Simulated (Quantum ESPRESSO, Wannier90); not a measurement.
# Wannierisation of CuI (wurtzite)

```
begin unit_cell_cart
ang
    4.2436999974    0.0000000000    0.0000000000
   -2.1218499987    3.6751520038    0.0000000000
    0.0000000000    0.0000000000    6.9883600000
end unit_cell_cart
begin atoms_frac
Cu  -0.3333333333  0.3333333333 -0.1273200000
Cu   0.3333333333 -0.3333333333  0.3726800000
I   -0.3333333333  0.3333333333 -0.4976800000
I    0.3333333333 -0.3333333333  0.0023200000
end atoms_frac
```

Cell from Materials Project (mp-569346), symmetrised, no further relaxation. COD (Crystallography Open Database) has the formula in 3 space groups, this one among them (matched by group alone). Computed values, not measurements, from PBEsol: Quantum ESPRESSO (norm-conserving PseudoDojo potentials, cutoff 74 Ry, spinors with spin-orbit coupling) on a Γ-centred 6×6×4 mesh, then Wannier90. Density: 12×12×6 mesh, Gaussian smearing 0.01 Ry. A non-magnetic state is assumed, with no Hubbard U; filled 3d bands tend to lie too high at this level.

Bands 17-20 form an isolated set from -14.34 to -13.54 eV relative to the valence-band maximum (on the path) and are turned into 4 Wannier functions by minimising the spread from the start: atomic waves I 5s.

### Question
Where do the functions sit, how wide are they and what are they made of?

### Answer
| functions | spread (Å²) | nearest atom, distance (Å) | second atom, distance (Å) | weight on atomic waves |
|---|---|---|---|---|
| 4 | 1.36 | I 0.00 | Cu 2.59 | I 5s 89 %, Cu 4s 8 % |

Ω_I = 5.42 Å², Ω_total = 5.42 Å²; the interpolated bands follow pw.x to 0.0 meV rms on the path. Only this start was tried; a symmetric start can stop on a saddle, and mixtures of these functions could lower the total by at most Ω_total − Ω_I.
